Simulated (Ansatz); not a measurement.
A geometry of Ru away from equilibrium: the start of the relaxation of a generated cell, Ru built in the AFLOW prototype A_cI16_220_c (as in Li). These are r2SCAN (plane waves to 500 eV, PAW, scalar-relativistic; Ansatz, a quantum-chemistry and plane-wave program) values and carry that method's errors. Γ-centred k-mesh 8×8×8 on the run's cell (coarser than for final values), Fermi–Dirac smearing 0.05 eV.

```xyz
8
Lattice="-3.0000 3.0000 3.0000 3.0000 -3.0000 3.0000 3.0000 3.0000 -3.0000" Properties=species:S:1:pos:R:3 pbc="T T T"
Ru     1.2060     1.2060     1.2060
Ru    -1.2060     1.7940     1.2060
Ru     1.7940     1.2060    -1.2060
Ru     1.2060    -1.2060     1.7940
Ru     2.7060     2.7060     2.7060
Ru     0.2940     3.2940    -0.2940
Ru     3.2940    -0.2940     0.2940
Ru    -0.2940     0.2940     3.2940
```

Q: Predict the force on each atom, in eV/Å.

A: 
```
atom     Fx     Fy     Fz
----  -----  -----  -----
Ru1    1.21   1.21   1.21
Ru2   -1.21  -1.21   1.21
Ru3   -1.21   1.21  -1.21
Ru4    1.21  -1.21  -1.21
Ru5    1.21   1.21   1.21
Ru6   -1.21  -1.21   1.21
Ru7   -1.21   1.21  -1.21
Ru8    1.21  -1.21  -1.21
```

Q: What is the pressure?

A: +14.7 GPa, compression positive.

Q: How far above the relaxed end point is this geometry?

A: 0.18 eV/atom; the path ends in I-43d (No. 220) (AFLOW prototype A_cI16_220_c (as in Li)).

No spin polarisation in the result.

The run could not lose the symmetry of its start; a randomly shaken copy of 8 atoms returns to this structure.

The end of the path is a generated cell of Ru: the first start was made by placing the elements on the sites of a structure type, and the end was not matched to a known phase here, so it may be hypothetical. Known forms of Ru include space group No. 194.
